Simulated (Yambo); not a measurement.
Yambo input for CsLiWO₄ (space group I-4, No. 82) (a = 6.1169 Å, b = 6.1169 Å, c = 6.1169 Å, α = 121.29°, β = 121.29°, γ = 87.78°), on PBEsol (pw.x of Quantum ESPRESSO, ONCV potentials, no spin-orbit coupling) wavefunctions on a 4×4×4 mesh:

```
optics
chi
dipoles
kernel
FFTGvecs= 40 Ry
Chimod= "HARTREE"
NGsBlkXd= 3 Ry
% QpntsRXd
 1 | 1 |
%
% BndsRnXd
 3 | 117 |
%
GrFnTpXd= "R"
% EnRngeXd
 0.0 | 20.0 | eV
%
% DmRngeXd
 0.2 | 0.2 | eV
%
CGrdSpXd= 50
ETStpsXd= 161
% LongDrXd
 1.0 | 0.0 | 0.0 |
%
```

First lines of the file o-*.eps_q1_inv_rpa_dyson:

```
Absorption @ Q(1):   1.00000000     0.00000000     0.00000000    [q->0 direction]
#
# [ X ] Hartree size     :  105
# [GEN] GF Energies     : Perdew, Burke & Ernzerhof SOL(X)+Perdew, Burke & Ernzerhof SOL(C)
# [GEN] Green`s Function     : Retarded
#
# [GEN] Gauge     : Length
# [GEN] [r,Vnl] included     : yes
#
#    E[1] [eV]     Im(eps)     Re(eps)     Im(eps_o)     Re(eps_o)
#
     0.000000     0.10769E-14     2.364772     0.22119E-18     3.081342
     0.125000     0.733805E-3     2.365001     0.001689     3.081868
     0.250000     0.001470     2.365688     0.003387     3.083447
     0.375000     0.002211     2.366834     0.005099     3.086087
     0.500000     0.002959     2.368445     0.006836     3.089801
     0.625000     0.003717     2.370525     0.008605     3.094605
     0.750000     0.004488     2.373081     0.010415     3.100522
     0.875000     0.005274     2.376122     0.012276     3.107580
     1.000000     0.006078     2.379658     0.014198     3.115814
     1.125000     0.006904     2.383701     0.016193     3.125266
     1.250000     0.007755     2.388266     0.018272     3.135982
     1.375000     0.008634     2.393370     0.020450     3.148021
     1.500000     0.009547     2.399031     0.022742     3.161446
     1.625000     0.010497     2.405271     0.025165     3.176334
     1.750000     0.011490     2.412115     0.027741     3.192771
     1.875000     0.012531     2.419591     0.030493     3.210859
     2.000000     0.013628     2.427731     0.033447     3.230712
     2.125000     0.014789     2.436572     0.036637     3.252465
     2.250000     0.016021     2.446155     0.040099     3.276271
     2.375000     0.017335     2.456527     0.043880     3.302313
     2.500000     0.018745     2.467742     0.048034     3.330798
     2.625000     0.020263     2.479863     0.052628     3.361973
     2.750000     0.021908     2.492961     0.057746     3.396128
     2.875000     0.023701     2.507119     0.063489     3.433610
     3.000000     0.025669     2.522436     0.069988     3.474830
     3.125000     0.027843     2.539026     0.077411     3.520289
     3.250000     0.030265     2.557024     0.085974     3.570595
     3.375000     0.032989     2.576594     0.095966     3.626502
     3.500000     0.036084     2.597935     0.107776     3.688950
     3.625000     0.039643     2.621290     0.121941     3.759135
     3.750000     0.043795     2.646964     0.139226     3.838598
     3.875000     0.048723     2.675344     0.160745     3.929364
     4.000000     0.054693     2.706931     0.188192     4.034152
```
(The file goes on to the top of the energy range.) Convergence of the RPA response with its 4×4×4 mesh was not tested.

Geometry of the Materials Project entry, not relaxed at this level.

The structure is a Materials Project entry; no match was found in the copy of COD used, and its stability was not checked.
